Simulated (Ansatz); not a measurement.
# SnGe3Te4: zone-centre modes

All numbers below come from Ansatz, DFT PBE, scalar-relativistic, plane waves, PAW. Settings: 420 eV plane-wave cutoff, Γ-centred 6×6×6 mesh, Gaussian smearing of 0.01 eV. No spin polarisation. Phonons by linear response, acoustic sum rule imposed.

Equilibrium structure at this level:
```xyz
8
Lattice="4.3040 2.4849 3.7354 -4.3040 2.4849 3.7354 0.0000 -4.9699 3.7354" Properties=species:S:1:pos:R:3 pbc="T T T"
Sn    0.0000    0.0000    0.0191
Ge   -2.1553   -1.2444    3.9656
Ge    0.0000    2.4887    3.9656
Ge    2.1553   -1.2444    3.9656
Te   -2.1148   -1.2210    9.1554
Te    0.0000    0.0000    5.4110
Te    0.0000    2.4419    9.1554
Te    2.1148   -1.2210    9.1554
```

The cell was found from a structure generator's guess, not taken from experiment. Spin–orbit coupling is left out, which matters for heavy elements.

Optical modes at Γ:
```
frequency (cm⁻¹)  degeneracy
              41           2
              44           1
              49           1
              50           2
              63           1
              67           2
              85           2
              87           1
             100           2
             103           1
             105           2
             119           1
             125           2
             137           1
```

All 21 optical modes at Γ are real: no displacement of atoms at fixed cell lowers the energy to second order. Strains and modes at other wave vectors aren't tested by this run.
